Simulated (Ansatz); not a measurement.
Tl (hcp (Mg type)), relaxed and computed with several functionals in Ansatz (plane waves, PAW).

```
functional  a (Å)  c (Å)  V (Å³/atom)
----------  -----  -----  -----------
LDA         3.389  5.478        27.25
r²SCAN      3.523  5.599        30.08
r²SCAN+D4   3.501  5.574        29.58
PBE+D3(BJ)  3.494  5.589        29.55
PBEsol      3.461  5.512        28.59
```

All cells were relaxed under the symmetry of their starts (and spin orders); stability against distortions was not tested throughout. Scalar-relativistic: spin–orbit coupling is off unless named, which matters more the heavier the elements.

Potentials: the earlier of the program's two PAW sets. The files were generated under PBE; for other functionals the program regenerates the frozen cores, and for LDA and PBEsol the local potential too.

Ansatz (an electronic-structure program) is a plane-wave DFT program.
